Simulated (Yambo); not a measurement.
**Bethe-Salpeter results for CdClOH monolayer**

```
CELL_PARAMETERS angstrom
      3.64597     0.00000     0.00000
     -1.82299     3.15750     0.00000
      0.00000     0.00000    16.50000
ATOMIC_POSITIONS crystal
  H  0.00000 0.00000 0.10632
  O  0.00000 0.00000 0.04764
  Cl 0.33333 0.66667 0.89368
  Cd 0.66667 0.33333 0.98508
```

The layer was cut from Materials Project entry mp-644222 and relaxed with PBEsol in a cell 16.5 Å high, with the Coulomb interaction truncated along z.

BSE in Yambo on norm-conserving PBEsol (Quantum ESPRESSO, 102 Ry, with spin-orbit coupling) bands: 12×12×1 mesh, 10 valence and 6 conduction bands, static screening with 108 bands and a 3 Ry block, scissor 2.74 eV, Tamm-Dancoff, stochastic integration of W near q = 0; field along x.

```csv
state,energy (eV),states within 2 meV,relative strength,class,main transitions
1,3.62,2,< 0.01,dark,several band pairs
2,3.63,2,< 0.01,dark,several band pairs
3,3.64,2,< 0.01,dark,several band pairs
4,3.69,2,0.02,weak,several band pairs
5,4.13,2,< 0.01,dark,several band pairs
6,4.13,2,< 0.01,weak,several band pairs
```

These are vertical excitations (zero momentum). The direct quasiparticle gap on this mesh is 5.19 eV; counted from there, state 1 is bound by 1.57 eV. Convergence with the mesh was not shown.

Strengths are relative to the strongest of the lowest states of this run; strong means a line over 3 % of the spectrum's maximum, dark under 0.03 %. Absolute energies carry the error of the G0W0 scissor, whose convergence isn't established.

This is a model layer cut from the bulk structure; whether it is stable on its own was not checked.
